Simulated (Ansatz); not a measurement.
GaN:
```xyz
8
Lattice="5.5348 0.0000 0.0000 0.0000 5.5348 0.0000 0.0000 0.0000 3.2140" Properties=species:S:1:pos:R:3 pbc="T T T"
Ga     1.7744     3.7605     0.0000
Ga     3.7605     1.7744     0.0000
Ga     4.5418     4.5418     1.6070
Ga     0.9931     0.9931     1.6070
N      1.7590     1.7590     0.0000
N      3.7758     3.7758     0.0000
N      1.0084     4.5264     1.6070
N      4.5264     1.0084     1.6070
```

DFT-PBE in the program Ansatz with PAW potentials gives a gap of 1.73 eV without spin–orbit coupling, maximum on the M–Γ line, 88 % of the way from M, minimum at Γ.

Q: What happens when spin–orbit coupling is switched on?

A: The gap stays essentially unchanged, to 1.73 eV; maximum on the M–Γ line, 89 % of the way from M, minimum at Γ.

Q: Give the electron effective mass with spin–orbit coupling.

A: 0.16 mₑ (isotropic).

Q: Give the hole effective mass with spin–orbit coupling.

A: 0.40, 1.7, 2.0 mₑ (principal values).

Space group P4_2/mnm. The start of the workflow was typed in or built on a structure type; neither database checked (COD, Materials Project) lists it. It is not the phase usual at ambient conditions (space group No. 186, 216). The PBE relaxation kept the symmetry of its start; its stability against distortions is not shown here.

Potentials: the later of the program's two PAW sets.
